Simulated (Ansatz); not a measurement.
Values for one crystal, relaxed and computed with DFT-PBE in the program Ansatz with PAW potentials; other levels are named.

* **Volume per atom**: 13.41 Å³
* **Electronic character**: metallic (no gap)
* **Formation energy from the elements (no fitted shifts)**: -0.21 eV/atom
* **Density of states at the Fermi level**: 1.00 states/eV per atom (mean over ±0.08 eV)

**Question.** Pick the material that matches.
(A) ZrN, rock salt
(B) ScNiN2, R-3m (Sc on 3b, Ni on 3a, N on 6c)
(C) BN, CsCl type
(D) GaN, P-6m2 (Ga on 1a, N on 1f)

**Answer.** B, ScNiN2, R-3m (Sc on 3b, Ni on 3a, N on 6c)

The start of the workflow was typed in or built on a structure type; neither database checked (COD, Materials Project) lists it. Whether it is the stable phase at ambient conditions was not checked. The PBE relaxation kept the symmetry of its start; whether a distortion lowers the energy is not shown. Spin order of the final state: ferromagnetic, the only order run, not a proven ground state. No Hubbard U is applied. The references are the lowest solids computed at this level, not always the standard phases (solids in place of the gases).

Potentials: the later of the program's two PAW sets.
